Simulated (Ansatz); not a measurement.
Ge$_{3}$PbSe$_{4}$ in space group Pm (No. 6; Pearson symbol mP8), plane-wave PAW LDA (Ansatz code), all energies at zero smearing, with the estimated change up to a 700 eV cutoff added, with one set of potentials and settings (totals compare only within such a set). Cell of 8 atoms (3 Ge, 1 Pb, 4 Se): -45784.748 eV.

```tsv
element	reference phase	E (eV/atom)
Ge	Fd-3m, 2 atoms in the cell	-4215.7216
Pb	Fm-3m, 1 atoms in the cell	-11602.3592
Se	P3_121, 3 atoms in the cell	-5383.2604
```

Formation energy per atom, worked out: (-45784.748 − 3×(-4215.7216) − 1×(-11602.3592) − 4×(-5383.2604))/8 = -0.273 eV/atom (-26 kJ per mol of atoms), at 0 K, without zero-point energy or fitted corrections.

The workflow started from a Materials Project entry (that database holds measured and hypothetical structures alike); the Crystallography Open Database copy checked does not list it. Its standing as an ambient phase is unchecked. The cell was relaxed with LDA under the symmetry of its start; of distortions, only those at the zone centre were tested. A crystal of weakly bound layers computed without a dispersion correction: the cell and the soft elastic constants depend strongly on that. The references are the lowest solids computed at this level, not always the standard phases. Spin–orbit coupling is left out wherever it is not named.

Potentials: the later of the program's two PAW sets.
